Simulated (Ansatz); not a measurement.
Sn (beta-Sn type, space group I4_1/amd)

```xyz
2
Lattice="-2.9165 2.9165 1.5790 2.9165 -2.9165 1.5790 2.9165 2.9165 -1.5790" Properties=species:S:1:pos:R:3 pbc="T T T"
Sn     0.0000     2.9165     0.7895
Sn     0.0000     0.0000     0.0000
```

The relaxed cell is deformed in two ways at once: its volume V is scaled, and at that volume it is stretched along z (the c axis of the conventional cell) so that c/a changes. Fractional atomic positions are held.

These are PBEsol (plane waves to 420 eV, PAW, scalar-relativistic; Ansatz, a first-principles code) values and carry that method's errors. k mesh 17×17×17 (Γ-centred), Fermi-Dirac smearing 0.05 eV. Energies are smeared free energies. With partly filled bands, the response to shear is sensitive to the k mesh, so small differences along c/a are uncertain. Sn was relaxed with its symmetry unable to fall. The zero of ΔE is the relaxed starting cell.

Estimate the ΔE (kJ/mol of atoms) for all points of the grid V/V₀ = 0.960, 0.973, 0.987, 1.000, 1.013, 1.027, 1.040 by (c/a)/(c/a)₀ = 0.880, 0.920, 0.960, 1.000, 1.040, 1.080, 1.120.

ΔE (kJ/mol of atoms), with V/V₀ across and (c/a)/(c/a)₀ down:

```tsv
(c/a)/(c/a)₀ \ V/V₀	0.960	0.973	0.987	1.000	1.013	1.027	1.040
0.880	8.9	8.1	7.5	7.1	6.9	6.8	6.9
0.920	4.2	3.6	3.2	3.0	2.9	3.0	3.3
0.960	1.6	1.1	0.8	0.7	0.8	1.0	1.3
1.000	0.8	0.3	0.1	0.0	0.1	0.3	0.7
1.040	1.5	1.0	0.7	0.6	0.6	0.8	1.2
1.080	3.2	2.6	2.2	2.0	2.0	2.1	2.4
1.120	5.5	4.8	4.3	4.0	3.8	3.9	4.0
```

(Under strain, the slope of the energy per volume gives the stress and its curvature an elastic modulus.)
